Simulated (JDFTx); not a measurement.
TiB2(1 0 -1 0) slab cut from bulk TiB2 (space group P6/mmm, indices of the conventional cell, lattice of the Materials Project entry mp-1145, not re-optimised): 11 atoms in 11 planes, a 1x1 cell of 9.77 Å² (|a| = 3.026, |b| = 3.229 Å), 8.7 Å between the outermost planes, B outermost, slab composition Ti3B8, cell height 24.7 Å, 8×6×1 k mesh, Fermi smearing 0.01 Ha, no spin polarisation. Whether this polymorph is the ambient one wasn't checked. Neither spin polarisation nor a larger cell was tried.

Level of theory: PBE, GBRV ultrasoft potentials, plane waves to 20/100 Ha; code: JDFTx (a modified build). Vacuum. The outer atoms relax from bulk positions, keeping the cell's symmetry; the lattice is not PBE's own optimum in this code, and that strain can shift the moves by a few hundredths of an ångström. Input:

```
lattice \
  5.7181787644 0.0000000000 0.0000000000 \
  0.0000000000 6.1014910194 0.0000000000 \
  0.0000000000 0.0000000000 46.6762352783
coords-type Lattice
ion B 0.6722107100 0.5000000000 -0.1768240320 1
ion B 0.1722107100 0.5000000000 -0.1414592260 1
ion B 0.1722107100 0.5000000000 -0.0707296130 0
ion B 0.6722107100 0.5000000000 -0.0353648060 0
ion B 0.6722107100 0.5000000000 0.0353648060 0
ion B 0.1722107100 0.5000000000 0.0707296130 0
ion B 0.1722107100 0.5000000000 0.1414592260 1
ion B 0.6722107100 0.5000000000 0.1768240320 1
ion Ti 0.6722107100 0.0000000000 -0.1060944190 0
ion Ti 0.1722107100 0.0000000000 0.0000000000 0
ion Ti 0.6722107100 0.0000000000 0.1060944190 0
ion-species pseudo/b_pbe_v1.4.upf
ion-species pseudo/ti_pbe_v1.4.upf
elec-cutoff 20 100
elec-ex-corr gga-PBE
coulomb-interaction Slab 001
coulomb-truncation-embed 0 0 0
kpoint-folding 8 6 1
elec-smearing Fermi 0.01
lcao-params 10
elec-n-bands 46
electronic-scf nIterations 100 energyDiffThreshold 1e-07
ionic-minimize nIterations 10 energyDiffThreshold 1e-5 knormThreshold 4e-4
dump-name vac.$VAR
dump End State Ecomponents EigStats BandEigs Forces ElecDensity IonicPositions Fillings Kpoints Dtot
```

How far do the free atoms of the upper face move along the normal, and how much energy is released?

B (atom 8) -0.22 Å, B (atom 7) 0.08 Å (positive: outward). The free energy falls by 0.903 eV per cell, 741 mJ/m².
